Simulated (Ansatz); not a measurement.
Values for one crystal, relaxed and computed with PBEsol (plane waves, PAW; program Ansatz); other levels are named.

* **Volume per atom**: 10.63 Å³
* **Electronic character**: no gap, with almost no states at the Fermi level (zero-gap or semimetallic)
* **Bulk modulus (Birch–Murnaghan fit)**: 3620 kbar
* **Pressure derivative B′**: 4.3
* **Zone-centre stability**: no imaginary mode at Γ
* **Highest zone-centre frequency**: 555 cm^-1
* **Density of states at the Fermi level**: 0.03 states/eV per atom (mean over ±0.08 eV)

**Question.** Which compound is it?
A) MoP, P-6m2 (Mo on 1a, P on 1d)
B) GaMo2N, P6_3/mmc (Ga on 2d, Mo on 4f, N on 2a)
C) VN, P-43m (V on 4e, N on 4e)
D) TaN, P-6m2 (Ta on 1b, N on 1e)

**Answer.** D, TaN, P-6m2 (Ta on 1b, N on 1e)

The workflow started from a Materials Project entry (that database holds measured and hypothetical structures alike); the Crystallography Open Database files this formula in space group No. 187, but the cells were not matched. It is not the phase usual at ambient conditions (space group No. 189). The cell was relaxed with PBEsol under the symmetry of its start. The run is not spin-polarised. A small band overlap can be real or an error of a semilocal functional. As this level gives no gap, phonon frequencies hold no LO–TO term and depend on the k-mesh and smearing (Fermi–Dirac, 0.1 eV here). Scalar-relativistic: spin–orbit coupling is off unless named, which matters more the heavier the elements.

Potentials: the earlier of the program's two PAW sets. The files were generated under PBE; for other functionals the program regenerates the frozen cores, and for LDA and PBEsol the local potential too.
